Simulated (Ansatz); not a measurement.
A relaxed structure of Li. All values below come from PBE (plane waves to 420 eV, PAW, scalar-relativistic; Ansatz, a first-principles code).

```xyz
1
Lattice="2.4293 1.4026 0.9912 -2.4293 1.4026 0.9912 0.0000 -2.8051 0.9912" Properties=species:S:1:pos:R:3 pbc="T T T"
Li     0.0000     0.0000     0.0000
```

Task: Find the space group and the Wyckoff positions (tolerance 0.01 Å).

Result: Space group Im-3m (No. 229); a = b = c = 3.435 Å, α = β = γ = 90.00°

```json
[
 {"atom": "Li", "site": "2a", "symmetry": "m-3m", "x": "0.0000", "y": "0.0000", "z": "0.0000"}
]
```

This is the bcc (W type).

Task: Give the shortest distances between elements (the closest pairs, up to four, under 3.6 Å).

Result: Li–Li 2.97 Å.

The volume per atom is 20.26 Å³ and the band gap comes out as no gap (metallic).

No spin polarisation in the result.

The run could not lose the symmetry of its start.
